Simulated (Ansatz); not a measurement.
One crystal and one scan (scan of one atom of the cell) at two levels, r2SCAN (plane waves to 500 eV, PAW, scalar-relativistic; Ansatz, a quantum-chemistry and plane-wave program) and PBE (plane waves to 420 eV, PAW, scalar-relativistic; Ansatz), each from its own relaxed cell and on its own mesh. The cell shown is that of r2SCAN.

Relaxed TiN (rock salt):

```yaml
crystal:
  lattice:
    - [0.00000, 4.23332, 4.23332]
    - [2.11666, 0.00000, 2.11666]
    - [2.11666, 2.11666, 0.00000]
  atoms:
    - { symbol: N, position: [0.00000, 0.00000, 0.00000] }
    - { symbol: N, position: [0.50000, 0.00000, 0.00000] }
    - { symbol: Ti, position: [0.25000, 0.50000, 0.50000] }
    - { symbol: Ti, position: [0.75000, 0.50000, 0.50000] }
```

In each cell atom 4 (Ti, nearest neighbour N at 2.117 Å; its periodic images, 3.0 Å or more away, move with it) moves by s·(0.000, 0.000, 1.000) (along Cartesian z), the rest being held.

Energies are smeared free energies. The PAW data are Ansatz's earlier set. TiN is run without spin polarisation. TiN was relaxed with its symmetry unable to fall. (PBE) Left out: 4 of 11 points, with atoms too close for the PAW data. (r2SCAN) Left out: 4 of 11 points, with atoms too close for the PAW data. With partly filled bands, energies and forces of such displacements shift with the k mesh and the smearing. Percentages come from the unrounded values.

Results of r2SCAN:

```
Item                                                                                                                      Result
----------------------------------------------------------------  --------------------------------------------------------------
Lattice constant a (Å)                                                                                                     4.233
Force constant k = d²E/ds² at s = 0 (finite differences) (eV/Å²)                                                            9.70
Shape of the curve                                                a single well with its minimum at or next to zero displacement
```

Task: Estimate the PBE values.

Result: 
```json
[
 {"quantity": "Lattice constant a (Å)", "PBE": "4.247", "r2SCAN − PBE": "-0.014 (-0.3 %)"},
 {"quantity": "Force constant k = d²E/ds² at s = 0 (finite differences) (eV/Å²)", "PBE": "9.05", "r2SCAN − PBE": "+0.65 (+7.1 %)"}
]
```

r2SCAN gives the higher value for: force constant k = d²E/ds² at s = 0. r2SCAN gives the lower value for: lattice constant a. Both give the same shape of the curve: a single well with its minimum at or next to zero displacement. Neither level is exact: the differences show how much the result hangs on the functional.

(A displaced cell: forces are minus the slopes of the energy, force constants its curvatures, and phonons follow from these.)
